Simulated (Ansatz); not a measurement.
**CsCu2Cl3 squeezed and stretched**

A database entry relaxed whole under r2SCAN (Cmcm):

```xyz
12
Lattice="4.9102 -6.1297 0.0000 4.9102 6.1297 0.0000 0.0000 0.0000 5.2637" Properties=species:S:1:pos:R:3 pbc="T T T"
Cs    4.9102    2.3732    1.3159
Cs    4.9102   -2.3732    3.9478
Cu    8.1447    0.0000    0.0000
Cu    1.6757    0.0000    2.6319
Cu    1.6757    0.0000    0.0000
Cu    8.1447    0.0000    2.6319
Cl    4.9102   -4.8764    1.3159
Cl    4.9102    4.8764    3.9478
Cl    7.0619   -1.4997    1.3159
Cl    2.7584    1.4997    3.9478
Cl    7.0619    1.4997    3.9478
Cl    2.7584   -1.4997    1.3159
```

The cell was scaled uniformly, its shape held, and the atoms relaxed at each volume with plane-wave PAW DFT (Ansatz 0.2.0; r2SCAN, 500 eV, 4×4×6 Γ-centred mesh, fermi-dirac occupations of width 0.020 eV; no spin, no spin-orbit coupling). One row is withheld.

| volume (Å³/atom) | energy over the lowest (meV/atom) | pressure (GPa) | gap over mesh and path (eV) |
| --- | --- | --- | --- |
| 24.820 | 6.3 | 1.36 | 2.410 |
| 25.348 | 2.7 | 0.85 | 2.384 |
| 25.876 | 0.7 | 0.40 | 2.349 |
| 26.404 | 0.0 | -0.01 | 2.312 |
| 26.932 | 0.6 | -0.33 | 2.276 |
| 27.460 | ? | ? | ? |
| 27.988 | 4.5 | -0.86 | 2.229 |

Task: Fit the pressures of the other rows to the third-order Birch-Murnaghan form.

Result: With f = [(V₀/V)^(2/3) − 1]/2 and P = 3B₀f(1 + 2f)^(5/2)[1 + 3(B₀′ − 4)f/2], least squares gives V₀ = 26.41 Å³ an atom, B₀ = 17.9 GPa and B₀′ = 6.6; the rows miss the fit by 0.01 GPa. The slope of the energies differs from these pressures by less than 0.05 GPa.

Task: How does the gap move with volume?

Result: It runs from 2.41 eV at the smallest volume to 2.23 eV at the largest, not along one parabola, so no one slope is given.

Task: What does the withheld row hold?

Result: The fit gives -0.61 GPa at 27.460 Å³; the run gave -0.61 GPa and 2.1 meV an atom. Its gap is 2.254 eV.

Caveats: the shape of the cell was held, so B₀ is an upper bound where the axes differ in stiffness; 0 K, fixed nuclei; the symmetry was kept, and this need not be the phase that is stable at 0 K; one mesh for all volumes; r2SCAN gaps lie as a rule under measured ones; the relaxed cell lies far from the entry, by an error of the functional or of the entry; pressure is positive in compression.
